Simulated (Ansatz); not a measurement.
Te$_{2}$W in space group Pmn2_1 (No. 31; Pearson symbol oP12), plane-wave PAW LDA (Ansatz code), all energies at zero smearing, with the estimated change up to a 700 eV cutoff added, with one set of potentials and settings (totals compare only within such a set). Cell of 12 atoms (8 Te, 4 W): -95142.278 eV.

```json
[
 {"element": "Te", "reference phase": "P3_121, 3 atoms in the cell", "E (eV/atom)": "-6827.2741"},
 {"element": "W", "reference phase": "Im-3m, 1 atoms in the cell", "E (eV/atom)": "-10130.6821"}
]
```

Formation energy per atom, worked out: (-95142.278 − 8×(-6827.2741) − 4×(-10130.6821))/12 = -0.113 eV/atom (-11 kJ per mol of atoms), at 0 K, without zero-point energy or fitted corrections.

The workflow started from a Materials Project entry (that database holds measured and hypothetical structures alike); the Crystallography Open Database files this formula in space group No. 31, but the cells were not matched. Its standing as an ambient phase is unchecked. The cell was relaxed with LDA under the symmetry of its start; its stability against distortions is not shown here. No spin polarisation was allowed. A crystal of weakly bound layers computed without a dispersion correction: the cell and the soft elastic constants depend strongly on that. The references are the lowest solids computed at this level, not always the standard phases. Spin–orbit coupling is left out wherever it is not named.

Potentials: the earlier of the program's two PAW sets. The files were generated under PBE; for other functionals the program regenerates the frozen cores, and for LDA and PBEsol the local potential too.
